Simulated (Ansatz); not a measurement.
The relaxed structure here is a generated cell of ZnInGaO4: the first start was made by a random draw of sites in a space group, and the end was not matched to a known phase here, so it may be hypothetical. Known forms of ZnInGaO4 include space group No. 160.

A relaxed structure of ZnInGaO4. Computed with r2SCAN (plane waves to 500 eV, PAW, scalar-relativistic; Ansatz, a quantum-chemistry and plane-wave program).

```cif
data_GaInO4Zn
_chemical_formula_sum 'Ga1 In1 O4 Zn1'
_space_group_name_H-M_alt 'P 1'
_space_group_IT_number 1
_cell_length_a 5.06250
_cell_length_b 3.40879
_cell_length_c 6.67476
_cell_angle_alpha 90.000
_cell_angle_beta 95.874
_cell_angle_gamma 90.000
loop_
_space_group_symop_operation_xyz
  'x, y, z'
loop_
_atom_site_label
_atom_site_type_symbol
_atom_site_fract_x
_atom_site_fract_y
_atom_site_fract_z
_atom_site_occupancy
Ga1 Ga 0.53656 0.50000 0.12921 1
In1 In 0.51428 0.00000 0.64550 1
O1 O 0.61870 0.00000 0.02377 1
O2 O 0.37348 0.28797 0.35320 1
O3 O 0.37348 0.71203 0.35320 1
O4 O 0.12802 0.00000 0.73500 1
Zn1 Zn 0.94365 0.50000 0.70730 1
```

Find the space group and the Wyckoff positions (tolerance 0.01 Å).

Space group Pm (No. 6); a = 5.062 Å, b = 3.409 Å, c = 6.675 Å, α = γ = 90.00°, β = 95.87°

| atom | site | symmetry | x | y | z |
|---|---|---|---|---|---|
| Ga | 1b | m | 0.5366 | 0.5000 | 0.1292 |
| In | 1a | m | 0.5143 | 0.0000 | 0.6455 |
| O | 1a | m | 0.6187 | 0.0000 | 0.0238 |
| O | 2c | 1 | 0.3735 | 0.2880 | 0.3532 |
| O | 1a | m | 0.1280 | 0.0000 | 0.7350 |
| Zn | 1b | m | 0.9437 | 0.5000 | 0.7073 |

Give the shortest distances between elements (the closest pairs, up to four, under 3.6 Å).

O–O 1.45 Å; Ga–O 1.91 Å; O–Zn 1.94 Å; In–O 2.10 Å.

Volume per atom: 16.37 Å³
Band gap: 0.16 eV, indirect (valence top at Z, conduction bottom at B) (no spin-orbit coupling)
Smallest direct gap: 0.27 eV at B

The relaxed cell holds bonded O–O pairs (1.45 Å). No spin polarisation in the result.

The run could not lose the symmetry of its start, so the end can be a saddle point.
